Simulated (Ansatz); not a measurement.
Al:
Space group I4/mcm (No. 140); a = b = 8.125 Å, c = 2.740 Å, α = β = γ = 90.00°

```csv
atom,site,symmetry,x,y,z
Al,8h,m.2m,0.1475,0.3525,0.0000
```
(The calculation used a cell of 4 atoms; values per cell refer to that cell.)

Relaxed at zero pressure with PBEsol (plane waves, PAW; program Ansatz).

Question: The volume is lowered by 9 % and shape and atoms relax at that volume. What pressure results, and how do the axes share the change?

Answer: 6.1 GPa; a -3.6 %, b -3.6 %, c -2.1 %; the energy rises by 36 meV/atom.

Question: Give the new structure.

Answer: 
Space group I4/mcm (No. 140); a = b = 7.8322 Å, c = 2.6833 Å, α = β = γ = 90.00°

| atom | site | symmetry | x | y | z |
|---|---|---|---|---|---|
| Al | 8h | m.2m | 0.1481 | 0.3519 | 0.0000 |

The phase is kept; no other phase was compared at this pressure.

The start of the workflow was typed in or built on a structure type; neither database checked (COD, Materials Project) lists it. It is not the phase usual at ambient conditions (space group No. 225). The cell was relaxed with PBEsol under the symmetry of its start; of distortions, only those at the zone centre were tested. Axis ratios of metals converge slowly with the k-mesh, so a and c are less sure than the volume.

Potentials: the later of the program's two PAW sets.
